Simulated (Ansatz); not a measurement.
This run works on a generated trial structure, not on a known crystal.

Input and command of a plane-wave DFT calculation in Ansatz:

```yaml
crystal:
  lattice:
    - [4.7807275348, 0.0, 0.0]
    - [0.0, 4.7807275348, 0.0]
    - [0.0, 0.0, 8.6193056039]
  atoms:
    - { symbol: Na, position: [0.5, 0.5, 0.0] }
    - { symbol: I, position: [0.0, 0.5, 0.7408030445] }
    - { symbol: I, position: [0.5, 0.0, 0.7408030445] }
    - { symbol: I, position: [0.0, 0.5, 0.2591969555] }
    - { symbol: I, position: [0.5, 0.0, 0.2591969555] }
basis:
  ecutwfc: 420
kpoints:
  mp_grid: { grid: [8, 8, 6] }
hamiltonian:
  xc: pbe
  dispersion: d3bj
scf:
  occupations: { method: gaussian, width: 0.1 }
output:
  forces: true
  stress: true
  eigenvalues: true
  write_density: true
  write_potential: true
  elf: true
  volumetric_format: npy
relax:
  adjacent_minimum: "off"
  f_tol: 0.01
  max_steps: 80
  cell: { stress_tol: 0.05 }
```

```bash
ansatz run input.yaml --threads 1 --pin off --max-ram 2048MiB --backend cpu --events-out ev --progress --plain --runs-dir out
```

Processor: Arm Neoverse N1, 1 thread, on a host shared with other jobs.

Q: How long does it run, and how much memory does it take?

A: About 4.3 min, peak memory 0.65 GiB. It solves 47 bands at 60 k points (after reduction by symmetry) with about 3821 plane waves (on the last cell), in 22 SCF iterations over 4 ionic steps.
